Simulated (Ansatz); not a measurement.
**Question.** SiO$_{2}$ in space group P3_121 (No. 152; Si on 3b, O on 6c) is relaxed with PBEsol (plane waves, PAW; program Ansatz). What lattice parameters of the conventional cell result?

**Answer.** a = 4.948 Å, c = 5.441 Å.

**Question.** Give the free coordinates with the occupied sites.

**Answer.** In one choice of origin and axes:

```csv
atom,site,symmetry,x,y,z
Si,3b,.2.,0.5297,0.5297,0.5000
O,6c,1,0.7330,0.1455,0.0479
```

**Question.** Is it a metal or does it have a gap at this level?

**Answer.** A gap of 5.72 eV, indirect.

The PBEsol relaxation kept the symmetry of its start.

Potentials: the later of the program's two PAW sets.
